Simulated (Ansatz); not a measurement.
# Sc-45 NMR of the central transition in Na4ScTaSi3O12

Cell: a Materials Project structure (computed, not necessarily an observed phase).

Space group R3c:H (No. 161); a = 9.1830, c = 22.2761 Å, γ = 120.00°.

```
site  Wyckoff  site symmetry       x       y       z
 Na1      18b              1  0.3074  0.3507  0.5801
 Na7       6a             3.  0.0000  0.0000  0.4933
  Sc       6a             3.  0.0000  0.0000  0.3514
  Ta       6a             3.  0.0000  0.0000  0.6463
  Si      18b              1  0.9583  0.3299  0.5851
 O19      18b              1  0.2092  0.0263  0.3106
 O25      18b              1  0.8037  0.9687  0.6929
 O31      18b              1  0.0094  0.8229  0.4129
 O37      18b              1  0.9643  0.1519  0.5880
```

One atom of each set is listed; the run and its k-mesh use a cell of 42 atoms with edges of 9.12, 9.12, 9.12 Å.

The numbers come from a DFT calculation in Ansatz (PBE, plane waves and PAW, scalar-relativistic, 420 eV cutoff, Γ-centred 3×3×3 k-points, Fermi–Dirac smearing 0.02 eV).

Sc-45 has I = 7/2 and Q = -220.0 mb (Pyykkö 2018); at 18.8 T its Larmor frequency is ν₀ = 194.7 MHz. Only the quadrupole interaction is simulated: positions count from each site's isotropic chemical shift, and J coupling is left out, as are shift anisotropy and dipolar coupling, which fast spinning averages.

Task: What does the Sc-45 spectrum (fast magic-angle spinning) show for each site?

Result: 

```json
{"site": "Sc", "first shell": "6 O at 2.03–2.16 Å", "C_Q (MHz)": "-15.1", "η": "0.00", "P_Q (MHz)": "15.1", "δ_QIS (ppm)": "-15.4", "breadth (kHz)": "6.42"}
```

δ_QIS = −(ν_Q²/30ν₀²)[I(I+1) − 3/4](1 + η²/3) × 10⁶ ppm with ν_Q = 3|C_Q|/[2I(2I−1)]; it falls as 1/B₀² in ppm, and the breadth as 1/B₀ in kHz.

An axis of threefold or higher order runs through Sc, so V_zz lies along it and η is zero.
